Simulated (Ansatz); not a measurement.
The relaxed structure here is a generated cell of Lu2Se3: the first start was made by placing the elements on the sites of a structure type, and the end was not matched to a known phase here, so it may be hypothetical.

The end point of a relaxation of Lu2Se3. Space group Pnma (No. 62). The numbers are results of PBEsol (plane waves to 420 eV, PAW, scalar-relativistic; Ansatz, a program for electronic structure), not measurements.

```cif
data_Lu8Se12
_chemical_formula_sum 'Lu8 Se12'
_space_group_name_H-M_alt 'P 1'
_space_group_IT_number 1
_cell_length_a 10.81309
_cell_length_b 3.88227
_cell_length_c 10.67584
_cell_angle_alpha 90.000
_cell_angle_beta 90.000
_cell_angle_gamma 90.000
loop_
_space_group_symop_operation_xyz
  'x, y, z'
loop_
_atom_site_label
_atom_site_type_symbol
_atom_site_fract_x
_atom_site_fract_y
_atom_site_fract_z
_atom_site_occupancy
Lu1 Lu 0.01521 0.25000 0.18828 1
Lu2 Lu 0.51521 0.25000 0.31172 1
Lu3 Lu 0.98479 0.75000 0.81172 1
Lu4 Lu 0.48479 0.75000 0.68828 1
Lu5 Lu 0.69501 0.25000 0.00077 1
Lu6 Lu 0.19501 0.25000 0.49923 1
Lu7 Lu 0.30499 0.75000 0.99923 1
Lu8 Lu 0.80499 0.75000 0.50077 1
Se1 Se 0.27540 0.25000 0.19484 1
Se2 Se 0.77540 0.25000 0.30516 1
Se3 Se 0.72460 0.75000 0.80516 1
Se4 Se 0.22460 0.75000 0.69484 1
Se5 Se 0.45640 0.25000 0.87573 1
Se6 Se 0.95640 0.25000 0.62427 1
Se7 Se 0.54360 0.75000 0.12427 1
Se8 Se 0.04360 0.75000 0.37573 1
Se9 Se 0.61787 0.25000 0.55600 1
Se10 Se 0.11787 0.25000 0.94400 1
Se11 Se 0.38213 0.75000 0.44400 1
Se12 Se 0.88213 0.75000 0.05600 1
```

Problem. What band gap does PBEsol give?

Solution. 0.28 eV, direct at Γ (no spin-orbit coupling).

No spin polarisation in the result.

The run could not lose the symmetry of its start, so the end can be a saddle point.
